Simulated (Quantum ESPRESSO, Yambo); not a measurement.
# BaPdS₂: DFT and GW levels

```
BaPdS2
1.0
    3.41710    -5.39773     0.00000
    3.41710     5.39773     0.00000
    0.00000     0.00000     5.65901
S Pd Ba
4 2 2
Direct
  0.14116   0.32980   0.75000
  0.85884   0.67020   0.25000
  0.32980   0.14116   0.25000
  0.67020   0.85884   0.75000
  0.00000   0.00000   0.50000
  0.00000   0.00000   0.00000
  0.65145   0.34855   0.75000
  0.34855   0.65145   0.25000
```

The geometry is that of Materials Project entry mp-4009, symmetrised and not relaxed again.

Starting point: PBEsol (pw.x of Quantum ESPRESSO, ONCV potentials, scalar-relativistic). G0W0 in Yambo: 2×2×2 Γ-centred k mesh, bands 9 to 304 and a 7 Ry block in the screening, 304 bands in G with the Bruneval-Gonze terminator, plasmon pole fitted at 27.2 eV.

```json
{
 "PBEsol gap along the band path": "0.25 eV",
 "PBEsol gap between the mesh's edge points (Γ → Γ)": "0.25 eV",
 "G0W0 gap between the same points": "0.79 eV"
}
```

```tsv
k point	band	E PBEsol (eV)	E QP (eV)	shift (eV)	Z
Γ	VB	0.00	-0.19	-0.19	0.77
Γ	CB	0.25	0.60	0.35	0.78
(0, 0, -0.5)	VB	-0.72	-1.35	-0.63	0.77
(0, 0, -0.5)	CB	1.63	2.13	0.50	0.77
(0, -0.5, 0)	VB	-0.10	-0.28	-0.18	0.77
(0, -0.5, 0)	CB	0.88	1.26	0.38	0.78
(0, -0.5, -0.5)	VB	-0.67	-1.13	-0.46	0.77
(0, -0.5, -0.5)	CB	0.78	1.23	0.45	0.78
(-0.5, -0.5, 0)	VB	-0.03	-0.21	-0.18	0.77
(-0.5, -0.5, 0)	CB	0.92	1.31	0.39	0.78
(-0.5, -0.5, -0.5)	VB	-0.88	-1.29	-0.42	0.77
(-0.5, -0.5, -0.5)	CB	1.29	1.75	0.46	0.78
```

Energies count from the PBEsol valence-band maximum.

Nearest settings tried, and what they do to the gap: 198 bands in G: +6 meV; 198 bands in W, 198 bands in G: +12 meV; 3 Ry block (137 vectors against 437): +71 meV. Not varied: mesh. So the settings aren't converged at that level. The k mesh is coarse.

Spin-orbit splittings are left out.

The structure is a Materials Project entry; no match was found in the copy of COD used, and its stability was not checked.
